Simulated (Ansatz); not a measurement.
The slice is one period of a {100} plane through atoms; its size isn't given.

Computed with PBE (plane waves to 420 eV, PAW, scalar-relativistic; Ansatz, a first-principles code). These are valence fields of a PAW run, semicore shells included where kept as valence: close to a nucleus they are smooth pseudo fields.

```
|@@@@%#**+**####* *####**+**#%@@@|
|@@@%%#*++**###########**++*#%%@@|
|@@%%#**+++**#########**+++**#%%@|
|%%%#**+++++**#######**+++++**#%%|
|###**++==+++**#####**+++==++**##|
|****++=====++*******++=====++***|
|**+++=======+++++++++=======+++*|
|+++++===--====+++++====--===++++|
|***+++==-----=======-----==+++**|
|****++===---------------===++***|
|###**++==---::-----::---==++**##|
|####**++=--:::::::::::--=++**###|
|#####**+==-:::::::::::-==+**####|
|######*++=--::.....::--=++*#####|
| *####*++=--::.....::--=++*####*|
|  ####*++=--::.....::--=++*#### |
| *####*++=--::.....::--=++*####*|
|######*++=--::.....::--=++*#####|
|#####**+==-:::::::::::-==+**####|
|####**++=--:::::::::::--=++**###|
|###**++==---::-----::---==++**##|
|****++===---------------===++***|
|***+++==-----=======-----==+++**|
|+++++===--====+++++====--===++++|
|**+++=======+++++++++=======+++*|
|****++=====++*******++=====++***|
|###**++==+++**#####**+++==++**##|
|%%%#**+++++**#######**+++++**#%%|
|@@%%#**+++**#########**+++**#%%@|
|@@@%%#*++**###########**++*#%%@@|
|@@@@%#**+**####* *####**+**#%@@@|
|@@@@%#**+**####   ####**+**#%@@@|
```
Scale: ten equal steps from -3.00 (start of ' ') to 0.92 (end of '@'), in the order ' .:-=+*#%@'. Values: log₁₀ of the valence density in e/Å³. The map has 32 points along u (one character each, u = 0 at the left) and 32 along v (v = 0 in the bottom row). The scale is logarithmic, as a density can span decades between atoms and voids; values under 0.001 e/Å³ are set to 0.001.

```
|xxx34532258998xxxxx89985223543xx|
|xx2454322479996xxx6999742234542x|
|23455421247899988899987421245543|
|44554321136899999999986311234554|
|55443211125789999999875211123445|
|33322110013688999998863100112233|
|22211100002467888887642000011122|
|22221100000246777776420000011222|
|55443210000013456543100000123445|
|88776532000001233321000002356778|
|99988764200000011100000024678899|
|99999886410000000000000146889999|
|78999987631000000000001367899998|
|xx69999874200000000000247899996x|
|xxx899987531000000000135789998xx|
|xxx899987631000000000136789998xx|
|xxx899987531000000000135789998xx|
|xx69999874200000000000247899996x|
|78999987631000000000001367899998|
|99999886410000000000000146889999|
|99988764200000011100000024678899|
|88776532000001233321000002356778|
|55443210000013456543100000123445|
|22221100000246777776420000011222|
|22211100002467888887642000011122|
|33322110013688999998863100112233|
|55443211125789999999875211123445|
|44554321136899999999986311234554|
|23455421247899988899987421245543|
|xx2454322479996xxx6999742234542x|
|xxx34532258998xxxxx89985223543xx|
|xxx24532258997xxxxx79985223542xx|
```
Scale: ten equal steps from 0.00 (start of '0') to 0.89 (end of '9'), in the order '0123456789'. Values: electron localisation function (ELF). The map has 32 points along u (one character each, u = 0 at the left) and 32 along v (v = 0 in the bottom row). Points within 0.5 Å of a nucleus are blanked (x), as the pseudised field means little there.

**Question.** Which relaxed crystal do these maps come from?
A) SrTiO₃ (cubic perovskite)
B) BaTiO₃ (cubic perovskite)
C) CsPbBr₃ (cubic perovskite)

**Answer.** C, CsPbBr₃ (cubic perovskite). Atoms on the slice: Pb at (0.00, 0.00); Br at (0.50, 0.00); Br at (0.00, 0.50)

All were relaxed with their symmetry unable to fall. BaTiO3 is run without spin polarisation. Spin-orbit coupling is left out. SrTiO3 is run without spin polarisation. The PAW data are Ansatz's earlier set. This is a high-temperature form of BaTiO3. This is a high-temperature form of CsPbBr3.
